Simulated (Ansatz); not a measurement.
TaW3:
```yaml
crystal:
  lattice:
    - [4.04225, 0.00000, 0.00000]
    - [0.00000, 4.04225, 0.00000]
    - [0.00000, 0.00000, 4.04225]
  atoms:
    - { symbol: W, position: [0.00000, 0.50000, 0.50000] }
    - { symbol: W, position: [0.50000, 0.50000, 0.00000] }
    - { symbol: W, position: [0.50000, 0.00000, 0.50000] }
    - { symbol: Ta, position: [0.00000, 0.00000, 0.00000] }
```

This is the PBEsol-relaxed structure.

All from the program Ansatz at the PBEsol level (PAW), unless another level is named. Give the highest zone-centre frequency.

198 cm^-1.

And the bulk modulus (Birch–Murnaghan fit)?

271 GPa.

Space group Pm-3m (Cu3Au type). The cell is a constructed one: a structure type filled with these elements; neither database checked (COD, Materials Project) lists it. Whether it is the stable phase at ambient conditions was not checked. The cell was relaxed with PBEsol under the symmetry of its start. At this level the phase is mechanically unstable. No spin polarisation was allowed. As this level gives no gap, phonon frequencies hold no LO–TO term and depend on the k-mesh and smearing (Fermi–Dirac, 0.1 eV here). Spin–orbit coupling is left out wherever it is not named.

Potentials: the earlier of the program's two PAW sets. The files were generated under PBE; for other functionals the program regenerates the frozen cores, and for LDA and PBEsol the local potential too.
